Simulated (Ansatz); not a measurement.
GaSb (wurtzite, P6_3mc), DFT-r²SCAN in the program Ansatz with PAW potentials. The conduction-band minimum lies at Γ, with 1 equivalent valley. Second derivatives d²E/dk² of the lowest band at one valley (eV·Å²), along Cartesian directions:

| direction | d²E/dk² |
|---|---|
| [100] | 296.7 |
| [010] | 296.7 |
| [001] | 289.6 |
| [110] | 296.7 |
| [101] | 293.3 |
| [011] | 293.3 |

Find the principal effective masses, the density-of-states mass and the conductivity mass.

Off-diagonal terms follow from H_xy = H[110] − (H_xx + H_yy)/2, and m*/mₑ = 7.620 eV·Å² over each eigenvalue: 0.026, 0.026, 0.026. One valley's DOS mass (m₁m₂m₃)^(1/3) = 0.026, conductivity mass 3/(Σ 1/mᵢ) = 0.026 mₑ.

What effective density of states Nc follows at 300 K for parabolic valleys?

Nc = 2.509e19 × 1 × (0.026)^(3/2) ≈ 1.1e17 cm⁻³.

The workflow started from a Materials Project entry (that database holds measured and hypothetical structures alike); the Crystallography Open Database copy checked does not list it. It is not the phase usual at ambient conditions (space group No. 216). Symmetry was held in the r²SCAN relaxation; its stability against distortions is not shown here. Scalar-relativistic: spin–orbit coupling is off unless named, which matters more the heavier the elements.

Potentials: the later of the program's two PAW sets.

Edges and masses are those of Kohn–Sham bands, whose gap is no quasiparticle gap.
